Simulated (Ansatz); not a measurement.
Molecular dynamics on a 2×2×3 supercell (24 atoms) of BN (zincblende), relaxed with r2SCAN. Forces come from r2SCAN in Ansatz 0.2.0: Langevin thermostat and barostat (NPT), 600 K, steps of 3 fs. Computed, non-magnetic; the trajectory is short and the cell small, so nothing here is a converged average.

```yaml
crystal:
  lattice:
    - [0.0, 3.6096508993, 3.6096508993]
    - [3.6096508993, 0.0, 3.6096508993]
    - [5.414476349, 5.414476349, 0.0]
  atoms:
    - { symbol: B, position: [0.0, 0.0, 0.0] }
    - { symbol: "N", position: [0.125, 0.125, 0.0833333333] }
    - { symbol: B, position: [0.0, 0.0, 0.3333333333] }
    - { symbol: "N", position: [0.125, 0.125, 0.4166666667] }
    - { symbol: B, position: [0.0, 0.0, 0.6666666667] }
    - { symbol: "N", position: [0.125, 0.125, 0.75] }
    - { symbol: B, position: [0.0, 0.5, 0.0] }
    - { symbol: "N", position: [0.125, 0.625, 0.0833333333] }
    - { symbol: B, position: [0.0, 0.5, 0.3333333333] }
    - { symbol: "N", position: [0.125, 0.625, 0.4166666667] }
    - { symbol: B, position: [0.0, 0.5, 0.6666666667] }
    - { symbol: "N", position: [0.125, 0.625, 0.75] }
    - { symbol: B, position: [0.5, 0.0, 0.0] }
    - { symbol: "N", position: [0.625, 0.125, 0.0833333333] }
    - { symbol: B, position: [0.5, 0.0, 0.3333333333] }
    - { symbol: "N", position: [0.625, 0.125, 0.4166666667] }
    - { symbol: B, position: [0.5, 0.0, 0.6666666667] }
    - { symbol: "N", position: [0.625, 0.125, 0.75] }
    - { symbol: B, position: [0.5, 0.5, 0.0] }
    - { symbol: "N", position: [0.625, 0.625, 0.0833333333] }
    - { symbol: B, position: [0.5, 0.5, 0.3333333333] }
    - { symbol: "N", position: [0.625, 0.625, 0.4166666667] }
    - { symbol: B, position: [0.5, 0.5, 0.6666666667] }
    - { symbol: "N", position: [0.625, 0.625, 0.75] }
kpoints:
  mp_grid: { grid: [4, 4, 2] }
hamiltonian:
  xc: r2scan
scf:
  occupations: { method: fermi_dirac, width: 0.052 }
md:
  ensemble: npt_langevin
  temperature: 600
  timestep: 3.0
  n_steps: 20
  initial_velocities: maxwell_boltzmann
  seed: 5465
```

Command: `ansatz run input.yaml --threads 4 --pin off --max-ram 3686MiB --backend cpu --events-out ev --progress --plain --runs-dir out`.

Task: What wall time did it need on 4 threads of Intel(R) Xeon(R) Platinum 8488C (Sapphire Rapids) (shared host), and how much host memory at the peak?

Result: About 100 s, with a peak of 1 GiB.

```tsv
step	t (fs)	T (K)	free energy F from step 0 (meV/atom)	kinetic energy (meV/atom)	pressure (GPa)	volume (Å³/atom)	largest force (eV/Å)
0	0	575	0.0	74.3	1.38	5.88	0.00
1	3	491	22.2	63.4	2.06	5.88	2.59
2	6	178	62.2	23.0	2.98	5.88	4.39
3	9	129	72.5	16.6	3.30	5.88	4.13
4	12	314	51.5	40.6	2.77	5.88	3.19
5	15	422	34.5	54.5	2.18	5.87	2.38
6	18	402	37.9	51.9	2.13	5.87	2.89
7	21	318	51.0	41.0	2.65	5.88	3.68
8	24	300	56.0	38.8	3.15	5.88	3.52
9	27	380	48.6	49.1	3.09	5.88	3.22
10	30	421	40.8	54.4	2.38	5.89	3.14
11	33	418	41.2	54.0	1.77	5.88	2.87
12	36	374	48.5	48.3	2.00	5.88	3.81
13	39	334	55.5	43.2	2.88	5.88	3.63
14	42	351	57.3	45.4	3.58	5.88	3.78
15	45	406	52.6	52.5	3.49	5.88	3.72
16	48	450	47.2	58.2	2.98	5.88	2.81
17	51	434	45.6	56.1	2.80	5.88	3.50
18	54	381	47.9	49.3	3.06	5.87	3.87
19	57	379	54.5	49.1	3.57	5.88	2.78
20	60	316	65.3	40.9	3.98	5.88	4.21
```

The temperature starts at 575 K, is lowest at step 3 (129 K, 9 fs) and ends at 316 K. The thermostat hasn't had time to restore it. The atoms start on their lattice sites with kinetic energy alone, so much of it first passes into potential energy.

Positions (Å) and forces (eV/Å) at step 20:
```
cell (Å): 0.000 3.610 3.610; 3.610 0.000 3.610; 5.415 5.415 0.000
B    0.037  -0.084   0.087    -0.487   2.833  -0.891
N    0.910   0.862   0.977     0.530   0.731   0.004
B    1.867   1.761   0.051    -1.633  -0.691  -0.613
N    2.709   2.644   0.907     0.877   0.679   0.682
B    3.607   3.550  -0.012     0.299   0.396   1.101
N    4.490   4.501   0.869     1.559  -1.630   1.989
B    1.874  -0.008   1.892    -1.428   0.529  -0.580
N    2.723   0.890   2.769     0.675   0.087   0.156
B    3.653   1.753   1.858    -1.032   0.278  -0.575
N    4.500   2.683   2.714     1.763  -0.826  -0.063
B    5.472   3.544   1.785    -2.045   1.712   2.169
N    6.360   4.495   2.770    -0.766  -0.801  -1.440
B   -0.024   1.809   1.852     2.211  -0.441   0.002
N    0.947   2.746   2.808    -1.257  -1.646  -2.176
B    1.767   3.628   1.787     2.691  -2.347   2.224
N    2.739   4.448   2.724    -0.127   1.759  -0.661
B    3.682   5.412   1.786    -0.557  -0.964   1.811
N    4.570   6.318   2.746    -0.964  -1.510   0.024
B    1.780   1.837   3.705     1.582  -1.050  -1.611
N    2.728   2.706   4.542     0.070  -0.218   1.063
B    3.588   3.534   3.567     1.075   0.878   1.065
N    4.597   4.464   4.529    -3.525   0.775  -0.276
B    5.445   5.330   3.688     0.820   1.847  -1.645
N    6.361   6.302   4.596    -0.333  -0.382  -1.759
```
